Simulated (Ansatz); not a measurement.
Relaxed GaN (zinc blende):

```xyz
4
Lattice="0.0000 4.5485 4.5485 2.2743 0.0000 2.2743 2.2743 2.2743 0.0000" Properties=species:S:1:pos:R:3 pbc="T T T"
N      3.4114     3.4114     3.4114
N      3.4114     5.6856     5.6856
Ga     0.0000     0.0000     0.0000
Ga     2.2743     4.5485     2.2743
```

A phonon eigenvector at L = (0.5, 0.0, 0.0) is frozen into this cell: atom i moves by Q times the vector below, so Q is the largest atomic displacement, in Å. The cell is held. It is one choice among 2 degenerate patterns. (q is in reciprocal vectors of the primitive cell; the cell shown is doubled to hold the pattern.)

| atom | x | y | z |
|---|---|---|---|
| N1 | -0.285 | 0.520 | -0.805 |
| N2 | 0.285 | -0.520 | 0.805 |
| Ga3 | -0.046 | 0.083 | -0.129 |
| Ga4 | 0.046 | -0.083 | 0.129 |

Calculation: PBE (plane waves to 420 eV, PAW, scalar-relativistic; Ansatz, a program for electronic structure). k mesh 6×12×12 (Γ-centred), Fermi-Dirac smearing 0.05 eV. GaN was relaxed with its symmetry unable to fall.

At one point of the scan the forces (eV/Å) are:

```json
[
 {"atom": "N1", "Fx": "0.587", "Fy": "1.563", "Fz": "-2.638"},
 {"atom": "N2", "Fx": "4.120", "Fy": "-4.167", "Fz": "4.601"},
 {"atom": "Ga3", "Fx": "-3.820", "Fy": "3.656", "Fz": "-3.926"},
 {"atom": "Ga4", "Fx": "-0.887", "Fy": "-1.052", "Fz": "1.963"}
]
```

Problem. Which point is it?
A) Q = -0.233 Å
B) Q = -0.047 Å
C) Q = -0.140 Å
D) Q = -0.280 Å

Solution. D, Q = -0.280 Å

(For displaced atoms, the force is minus the slope of the energy, and its curvature is a force constant, which sets phonon frequencies.)
